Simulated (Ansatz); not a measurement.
Below is a relaxed structure of Ga5As2P3. The cell was found from a structure generator's guess, not taken from experiment.

All numbers below come from DFT PBE, scalar-relativistic, plane waves, PAW (Ansatz). Cutoff 420 eV, Γ-centred mesh, Gaussian smearing, no spin polarisation.

```yaml
crystal:
  lattice:
    - [-1.97907, 1.97907, 14.01409]
    - [1.97907, -1.97907, 14.01409]
    - [1.97907, 1.97907, -14.01409]
  atoms:
    - { symbol: Ga, position: [0.89545, 0.89545, 0.00000] }
    - { symbol: Ga, position: [0.29844, 0.29844, 0.00000] }
    - { symbol: Ga, position: [0.70156, 0.70156, 0.00000] }
    - { symbol: Ga, position: [0.10455, 0.10455, 0.00000] }
    - { symbol: Ga, position: [0.50000, 0.50000, 0.00000] }
    - { symbol: P, position: [0.25000, 0.75000, 0.50000] }
    - { symbol: P, position: [0.65303, 0.15303, 0.50000] }
    - { symbol: P, position: [0.84697, 0.34697, 0.50000] }
    - { symbol: As, position: [0.05224, 0.55224, 0.50000] }
    - { symbol: As, position: [0.44776, 0.94776, 0.50000] }
```

Formation energies are uncorrected and refer to the elements' standard structures at the same level. The references include black phosphorus.

Task: What space group does it have?

Result: I-4m2 (No. 119), with P and As ordered on zinc blende sites. Conventional cell: a = 3.958 Å, c = 28.028 Å. Around Ga on a site of symmetry 2mm lie 2 P at 2.40 Å and 2 As at 2.46 Å; Ga on a second site of symmetry 2mm is surrounded by 4 P at 2.40 Å; P on a site of symmetry -4m2 has 4 Ga at 2.40 Å; around As lie 4 Ga at 2.46 Å; 2 more sites not described.

Task: What is its formation energy per atom?

Result: −0.393 eV/atom. It lies below the elements, which doesn't yet make it stable against other compounds or structures.

Task: Is it a metal?

Result: No, the gap on the 10×10×10 mesh is 0.93 eV.

The last run used a 10×10×10 mesh for its 10-atom cell and Gaussian smearing of 0.02 eV. Kohn–Sham gaps at this level usually fall short of measured ones. The reference forms of As and P are held partly by dispersion forces, which this level lacks. A later test with randomly moved atoms came back to the same energy, though modes that don't fit the test's cell weren't probed.
